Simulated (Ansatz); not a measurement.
Input file for Ansatz (a program for electronic structure):

Ansatz 0.2 input:
```yaml
crystal:
  lattice:
    - [5.0402031579, 0.0, 0.0]
    - [0.0, 3.1473065219, 0.0]
    - [-0.0105752193, 0.0, 5.4823471246]
  atoms:
    - { symbol: Mg, position: [0.489741059, 0.0, 0.3340282209] }
    - { symbol: Al, position: [0.0151307545, 0.5, 0.1542611089] }
    - { symbol: O, position: [0.9055218014, 0.0, 0.3340326638] }
    - { symbol: N, position: [0.3701468761, 0.5, 0.1509801211] }
    - { symbol: Al, position: [0.4868274368, 0.5, 0.8358564227] }
    - { symbol: Al, position: [0.0075130057, 0.0, 0.6778384803] }
    - { symbol: N, position: [0.8726249427, 0.5, 0.8310771708] }
    - { symbol: N, position: [0.3724941237, 0.0, 0.6819258112] }
kpoints:
  mp_grid: { grid: [3, 5, 3] }
hamiltonian:
  xc: hse06
  pseudopotentials: { azcp: { folder: ./paw }, kind: paw }
scf:
  n_extra_bands: 8
  occupations: { method: fixed }
output:
  eigenvalues: true
  eigenstates:
    e_range: [-9.0, 11.7]
    kpoints:
      - [0.0, 0.0, 0.0]  # VBM
      - [0.0, 0.0, 0.0]  # CBM
```

Output (shortened):

```
Pseudopotential: Mg, paw, valence charge 10
Pseudopotential: Al, paw, valence charge 3
Pseudopotential: O, paw, valence charge 6
Pseudopotential: N, paw, valence charge 5
Functional definition: HSE06
davidson cushion auto → on  (no smearing: the cushion is to keep the highest requested band from converging to the state above it …
Crystal: 8 atoms, lattice volume = 86.967 Å³
Basis set: ecut = 420 eV, 1697 PW (Γ)
Bands: 28, of which v1, the nominal top of the filled ones, is band 20 counted from 1 (19 counted from 0)
Symmetry: 2 space group operations
Space group: Pm (ITA 6), of the structure as read, at distance tolerance 4.4e-5 Å
k-points: 15 of 45 (time reversal used)
SCF iter   1: F=—  HF=-5272.511443 eV  |F-HF|=—  |Δ(HF+E_count)|=         —  Δρ=1.38e-1  dr2=2.33e1  ethr=1.00e-1  ⟨swp⟩=5.1  Hψ=1501  notcnv=0
preconditioner: auto → none
SCF iter   2: F=—  HF=-5267.118971 eV  |F-HF|=—  |Δ(HF+E_count)|=    5.39e0  Δρ=9.98e-2  dr2=7.01e0  ethr=5.82e-2  ⟨swp⟩=3.6  Hψ=1205  notcnv=0
iter 3 solved again at ethr=1.29e-3 eV; its pass at ethr=1.75e-2 eV (dr2=5.15e-1 eV) is discarded
SCF iter   3: F=—  HF=-5265.453930 eV  |F-HF|=—  |Δ(HF+E_count)|=    1.67e0  Δρ=2.76e-2  dr2=5.18e-1  ethr=1.29e-3  ⟨swp⟩=2.6  Hψ=2037  notcnv=0
SCF iter   4: F=—  HF=-5265.402788 eV  |F-HF|=—  |Δ(HF+E_count)|=   5.11e-2  Δρ=1.44e-2  dr2=1.78e-1  ethr=1.29e-3  ⟨swp⟩=3.9  Hψ=1087  notcnv=0
SCF iter   5: F=—  HF=-5265.372192 eV  |F-HF|=—  |Δ(HF+E_count)|=   3.06e-2  Δρ=2.21e-3  dr2=5.11e-3  ethr=4.45e-4  ⟨swp⟩=3.0  Hψ=1002  notcnv=0
SCF iter   6: F=—  HF=-5265.371691 eV  |F-HF|=—  |Δ(HF+E_count)|=   5.02e-4  Δρ=1.48e-3  dr2=1.67e-3  ethr=1.28e-5  ⟨swp⟩=4.1  Hψ=1338  notcnv=0  defer=1
SCF iter   7: F=-5265.371445 eV  HF=-5265.371519 eV  |F-HF|=7.33e-5  |Δ(HF+E_count)|=   1.72e-4  Δρ=4.86e-4  dr2=1.86e-4  ethr=4.16e-6  ⟨swp⟩=3.1  Hψ=1106  notcnv=0  defer=1
SCF 1 stopped early in 7 iterations: F = -5265.371445 eV  dr2 = 1.86e-4
Crystal: 8 atoms, lattice volume = 86.967 Å³
Exchange kernel: α = 0.2500, screened, ω = 0.2079 Å⁻¹, Wigner–Seitz truncation, v(0) = 1033.0245 eV·Å³, q-mesh 3×5×3, nearest image of the exchange supercell L …
Frozen-core exchange: fock
SCF iter   1: F=—  HF=-5266.848934 eV  |F-HF|=—  |Δ(HF+E_count)|=         —  Δρ=6.75e-3  dr2=2.46e-2  ethr=4.64e-6  ⟨swp⟩=8.1  Hψ=2125  notcnv=0
preconditioner: auto → none
SCF iter   2: F=—  HF=-5266.839510 eV  |F-HF|=—  |Δ(HF+E_count)|=   9.42e-3  Δρ=1.72e-3  dr2=2.30e-3  ethr=4.64e-6  ⟨swp⟩=4.0  Hψ=1452  notcnv=0
SCF iter   3: F=—  HF=-5266.851010 eV  |F-HF|=—  |Δ(HF+E_count)|=   1.15e-2  Δρ=1.29e-3  dr2=1.61e-3  ethr=2.68e-6  ⟨swp⟩=4.0  Hψ=1347  notcnv=0
SCF iter   4: F=—  HF=-5266.850586 eV  |F-HF|=—  |Δ(HF+E_count)|=   4.24e-4  Δρ=5.54e-4  dr2=3.29e-4  ethr=2.68e-6  ⟨swp⟩=3.5  Hψ=1266  notcnv=0
SCF iter   5: F=—  HF=-5266.850503 eV  |F-HF|=—  |Δ(HF+E_count)|=   8.30e-5  Δρ=8.36e-5  dr2=2.23e-5  ethr=7.19e-7  ⟨swp⟩=3.0  Hψ=1057  notcnv=0
SCF iter   6: F=—  HF=-5266.850633 eV  |F-HF|=—  |Δ(HF+E_count)|=   1.31e-4  Δρ=1.16e-4  dr2=1.35e-5  ethr=1.37e-8  ⟨swp⟩=5.1  Hψ=1557  notcnv=0
SCF iter   7: F=-5266.850630 eV  HF=-5266.850630 eV  |F-HF|=2.66e-7  |Δ(HF+E_count)|=   3.68e-6  Δρ=1.83e-5  dr2=8.13e-7  ethr=1.37e-8  ⟨swp⟩=3.3  Hψ=1228  notcnv=0
SCF 2 stopped early in 7 iterations: F = -5266.850630 eV  dr2 = 8.13e-7
hybrid outer 1: dexx = +1.310e-2 eV, tail = 3.94e-5 eV
Crystal: 8 atoms, lattice volume = 86.967 Å³
Exchange kernel: α = 0.2500, screened, ω = 0.2079 Å⁻¹, Wigner–Seitz truncation, v(0) = 1033.0245 eV·Å³, q-mesh 3×5×3, nearest image of the exchange supercell L …
Frozen-core exchange: fock
SCF iter   1: F=—  HF=-5266.850500 eV  |F-HF|=—  |Δ(HF+E_count)|=         —  Δρ=2.82e-5  dr2=4.62e-7  ethr=4.92e-7  ⟨swp⟩=3.1  Hψ=951  notcnv=0
preconditioner: auto → none
SCF iter   2: F=-5266.850500 eV  HF=-5266.850500 eV  |F-HF|=2.39e-9  |Δ(HF+E_count)|=   1.23e-7  Δρ=1.18e-5  dr2=9.10e-8  ethr=1.07e-9  ⟨swp⟩=5.1  Hψ=1549  notcnv=0  defer=2
SCF 3 converged in 2 iterations: F = -5266.850500 eV  dr2 = 9.10e-8
hybrid outer 2: dexx = +1.771e-7 eV, tail = 2.08e-7 eV, Δε = 1.30e-3 eV (about 1.53e-4 eV left of the loop's levels)
NSCF: frozen V_eff on 2 k-points
hybrid SCF converged: 2 outer / 9 inner (+7 warm-up), last move |dexx| = 1.77e-7 eV, tail = 2.08e-7 eV
Stability not checked (fock_operator)
Free energy (F): -5266.850500 eV
Frozen-core exchange: fock
Harris-Foulkes:  -5266.850500 eV  (|F-HF|=2.39e-9)
Internal energy: -5266.850500 eV  (E = F + TS)
E sigma→0 (E₀):  -5266.850500 eV
Fermi energy:    6.747870 eV
--- Per-component energies (eV) ---
  E_band       = -362.067854
  E_kinetic    = 713.555195
  E_local      = -2842.905595  (includes V_loc(G=0)·N_el)
  E_nonlocal   = 375.295664
  E_hartree    = 1039.403288
  E_xc         = -321.584423
  E_vxc        = -360.415316  (∫ρ·V_xc dr)
  E_exx        = -124.972859  (= α·E_x^exact, valence–valence)
  E_paw        = -2206.864287  (= ΣΔE_a)
  E_vpaw       = -76.456656  (= ΣTr[D̂ρ^β])
  E_aug_tail   = 0.003217  (compensation charges beyond the density's cutoff)
  E_ewald      = -1898.518176
  E_core_change = -0.262525  (= ΣΔE_core)
  E_smearing   =  0.000000  (= −TS)
  E_closure    = 0.000000  (closes the sum)
  Σ components = -5266.850500   (vs F -5266.850500, Δ=9.09e-13)
  [band-id]    e_kinetic+e_local+e_nonlocal+2·e_hartree+e_vxc+2·e_exx+e_vpaw+e_augmentation_tail = -362.062634   (vs E_band -362.067854, Δ=5.22e-3)
--- Band table (eV; the first three rows and the last of 15) ---
  k-point 0: bands = ["-70.7284", "-35.6834", "-35.6044", "-35.6026", "-14.8708", "-9.7860", "-7.9769", "-7.2877", "-0.7571", "-0.3579", "1.4903", "1.6159", "2.3455", "3.5912", "4.1390", "4.1694", "5.5215", "5.6516", "6.3861", "6.7479", "9.9721", "12.6484", …
  k-point 1: bands = ["-70.7284", "-35.6834", "-35.6044", "-35.6026", "-14.8547", "-9.8279", "-7.8789", "-7.4741", "-0.2511", "0.1188", "1.0017", "1.5195", "2.3909", "3.2779", "4.1105", "4.4245", "5.1122", "5.5566", "5.7028", "6.6879", "11.3668", "12.9602", …
  k-point 2: bands = ["-70.7279", "-35.6825", "-35.6132", "-35.6029", "-14.7488", "-9.4934", "-7.8061", "-7.1947", "-0.4603", "0.0283", "0.5738", "1.8692", "2.6593", "2.8643", "3.3328", "4.0990", "4.3026", "5.4180", "5.5838", "6.2293", "11.3772", "12.8675", …
  k-point 14: bands = ["-70.7270", "-35.6811", "-35.6296", "-35.6013", "-14.5256", "-8.7113", "-7.6506", "-7.1619", "-1.0017", "-0.4602", "0.8642", "0.9818", "1.7639", "2.9323", "3.4429", "3.7821", "4.6246", "5.0198", "5.1778", "5.8772", "12.1202", "12.6903", …
```

Cost: around 2.4 core-minutes (rough) on shared cores.

The points marked VBM and CBM come from a semilocal run.

The start of the workflow was typed in or built on a structure type; neither database checked (COD, Materials Project) lists it. Whether it is the stable phase at ambient conditions was not checked. Symmetry was held in the r²SCAN relaxation; whether a distortion lowers the energy is not shown.

Potentials: the earlier of the program's two PAW sets.

Ansatz is a plane-wave DFT program.
